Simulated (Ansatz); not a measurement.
# Mg₃CdSe₄: rattling a relaxed structure

The structure comes from a proposed guess, relaxed at this level; another structure or a mixture of phases may lie lower.

Computed with DFT PBE, scalar-relativistic, plane waves, PAW in Ansatz. Settings: cutoff 420 eV, Γ-centred mesh 4×4×4 on the computed 16-atom cell, Gaussian smearing of 0.02 eV; no spin polarisation.

The cell below (16 atoms, space group Pmn2_1 (No. 31)) is relaxed within its symmetry.

```cif
data_structure
_symmetry_space_group_name_H-M 'P 1'
_symmetry_Int_Tables_number 1
_cell_length_a 8.5679
_cell_length_b 7.4188
_cell_length_c 6.9474
_cell_angle_alpha 90.000
_cell_angle_beta 90.000
_cell_angle_gamma 90.000
_cell_volume 441.60
loop_
_atom_site_label
_atom_site_type_symbol
_atom_site_fract_x
_atom_site_fract_y
_atom_site_fract_z
_atom_site_occupancy
Mg1 Mg 0.25015 0.33376 0.99839 1
Mg2 Mg 0.74985 0.33376 0.99839 1
Mg3 Mg 0.00000 0.16801 0.49873 1
Mg4 Mg 0.50000 0.83199 0.99873 1
Mg5 Mg 0.75015 0.66624 0.49839 1
Mg6 Mg 0.24985 0.66624 0.49839 1
Cd1 Cd 0.50000 0.16625 0.49980 1
Cd2 Cd 0.00000 0.83375 0.99980 1
Se1 Se 0.50000 0.16547 0.88653 1
Se2 Se 0.00000 0.17527 0.87291 1
Se3 Se 0.24432 0.33696 0.37263 1
Se4 Se 0.75568 0.33696 0.37263 1
Se5 Se 0.25568 0.66304 0.87263 1
Se6 Se 0.74432 0.66304 0.87263 1
Se7 Se 0.00000 0.83453 0.38653 1
Se8 Se 0.50000 0.82473 0.37291 1
```

For the test it was strained at random (σ = 1.5 % a component), the atoms were moved at random (σ = 0.15 Å), and all was relaxed again on a coarse 2×2×2 mesh (in the run’s order of axes) with 0.10 eV smearing, with no symmetry imposed.

Question: What happens?

Answer: It returns, within 1 meV/atom of the unmoved cell on that mesh and with the same symmetry when read at 0.1 Å (P1 at 0.01 Å, so small strains and shifts remain). So it is stable against the distortions that fit this cell and that this random move excites. Modes that don't fit the cell aren't tested.
